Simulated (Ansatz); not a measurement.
Cu₂O:
```cif
data_Cu4O2
_chemical_formula_sum 'O2 Cu4'
_space_group_name_H-M_alt 'P 1'
_space_group_IT_number 1
_cell_length_a 5.92127
_cell_length_b 5.92127
_cell_length_c 5.92127
_cell_angle_alpha 60.000
_cell_angle_beta 60.000
_cell_angle_gamma 60.000
loop_
_space_group_symop_operation_xyz
  'x, y, z'
loop_
_atom_site_label
_atom_site_type_symbol
_atom_site_fract_x
_atom_site_fract_y
_atom_site_fract_z
_atom_site_occupancy
O1 O 0.00000 0.00000 0.00000 1
O2 O 0.25000 0.25000 0.25000 1
Cu1 Cu 0.12500 0.12500 0.12500 1
Cu2 Cu 0.62500 0.12500 0.12500 1
Cu3 Cu 0.12500 0.62500 0.12500 1
Cu4 Cu 0.12500 0.12500 0.62500 1
```

Relaxed with r²SCAN. r²SCAN (plane waves, PAW; program Ansatz) gives a gap of 1.28 eV.

### Question
What gap does HSE06 give on the same cell (Ansatz, PAW)?

### Answer
2.65 eV, 1.37 eV more. The hybrid was solved on a coarser mesh and at special points; the gap given is the minimum over both.

| k | v1 r²SCAN | c1 r²SCAN | v1 HSE06 | c1 HSE06 |
|---|---|---|---|---|
| Γ | 0.00 | 1.28 | 0.00 | 2.65 |
| X | -0.78 | 2.95 | [?] | [?] |
| L | -0.38 | 2.46 | [?] | [?] |
| W | -0.87 | 3.17 | [?] | [?] |
| K | -0.69 | 3.08 | [?] | [?] |

### Question
Top valence (v1) and lowest conduction level (c1) in eV from each method's valence maximum (which need not be a listed point): supply the withheld HSE06 values.

### Answer

- X, v1 HSE06: -0.87
- X, c1 HSE06: 4.19
- W, v1 HSE06: -1.01
- W, c1 HSE06: 4.37
- L, v1 HSE06: -0.42
- L, c1 HSE06: 3.91
- K, v1 HSE06: -0.75
- K, c1 HSE06: 4.29

Cost on shared cores: the r²SCAN run (SCF on a 6×6×6 mesh, then bands and DOS) about 80 core-seconds (a rough figure), the HSE06 run (SCF on 4×4×4, then a few points) around 5 core-minutes (rough); the tasks are unlike.

Space group Fd-3m. The start of the workflow was typed in or built on a structure type; neither database checked (COD, Materials Project) lists it. It is not the phase usual at ambient conditions (space group No. 224). The cell was relaxed with r²SCAN under the symmetry of its start; its stability against distortions is not shown here. The workflow began spin-polarised and lost its moments. No Hubbard U is applied.

Potentials: the later of the program's two PAW sets.
